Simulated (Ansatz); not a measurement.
Pt (fcc, Cu type), energy over volume and axial ratio

Pt (fcc, Cu type)

Space group Fm-3m (No. 225); a = b = c = 3.940 Å, α = β = γ = 90.00°

| atom | site | symmetry | x | y | z |
|---|---|---|---|---|---|
| Pt | 4a | m-3m | 0.0000 | 0.0000 | 0.0000 |
(The calculation used a cell of 1 atom; values per cell refer to that cell.)

Two coordinates are scanned: the volume, and the ratio of the stretch along z (the conventional c axis) to the stretch across it. Atoms keep their fractional coordinates.

The numbers are results of r2SCAN (plane waves to 500 eV, PAW, scalar-relativistic; Ansatz, a quantum-chemistry and plane-wave program), not measurements. k mesh 20×20×20 (Γ-centred), Fermi-Dirac smearing 0.05 eV. E stands for the smeared free energy. Compression counts positive. With partly filled bands, the response to shear is sensitive to the k mesh, so small differences along c/a are uncertain. Pt is run without spin polarisation. Pt was relaxed with its symmetry unable to fall. Spin-orbit coupling is left out, though Pt is heavy. ΔE is measured from the relaxed starting cell.

ΔE (kJ/mol of atoms), with V/V₀ across and (c/a)/(c/a)₀ down:

| (c/a)/(c/a)₀ \ V/V₀ | 0.920 | 0.947 | 0.973 | 1.000 | 1.027 | 1.053 | 1.080 |
|---|---|---|---|---|---|---|---|
| 0.960 | 10.1 | 4.5 | 1.4 | 0.4 | 1.2 | 3.5 | 7.0 |
| 0.973 | 9.8 | 4.2 | 1.1 | 0.2 | 1.0 | 3.3 | 6.9 |
| 0.987 | 9.6 | 4.1 | 1.0 | 0.0 | 0.9 | 3.2 | 6.8 |
| 1.000 | 9.6 | 4.0 | 0.9 | 0.0 | 0.8 | 3.2 | 6.8 |
| 1.013 | 9.6 | 4.1 | 1.0 | 0.1 | 0.9 | 3.2 | 6.8 |
| 1.027 | 9.8 | 4.3 | 1.2 | 0.2 | 1.0 | 3.3 | 6.9 |
| 1.040 | 10.2 | 4.6 | 1.5 | 0.5 | 1.3 | 3.6 | 7.1 |

P (GPa), with V/V₀ across and (c/a)/(c/a)₀ down:

| (c/a)/(c/a)₀ \ V/V₀ | 0.920 | 0.947 | 0.973 | 1.000 | 1.027 | 1.053 | 1.080 |
|---|---|---|---|---|---|---|---|
| 0.960 | 28.5 | 17.4 | 8.1 | 0.2 | -6.5 | -12.1 | -16.7 |
| 0.973 | 28.4 | 17.3 | 8.0 | 0.1 | -6.6 | -12.1 | -16.8 |
| 0.987 | 28.4 | 17.3 | 7.9 | 0.0 | -6.6 | -12.2 | -16.9 |
| 1.000 | 28.3 | 17.3 | 7.9 | 0.0 | -6.6 | -12.2 | -16.9 |
| 1.013 | 28.4 | 17.3 | 7.9 | 0.0 | -6.6 | -12.2 | -16.9 |
| 1.027 | 28.4 | 17.4 | 8.0 | 0.1 | -6.6 | -12.1 | -16.8 |
| 1.040 | 28.6 | 17.5 | 8.1 | 0.2 | -6.5 | -12.0 | -16.7 |

Derived quantities:

- Shear modulus C′ = (C11 − C12)/2 (fit, atoms clamped): 45 GPa
- Lowest place on the grid: V/V₀ = 1.000, (c/a)/(c/a)₀ = 1.000 (0 meV/atom)
- Highest place on the grid: V/V₀ = 0.920, (c/a)/(c/a)₀ = 1.040 (106 meV/atom)

(Under strain, the slope of the energy per volume gives the stress and its curvature an elastic modulus.)
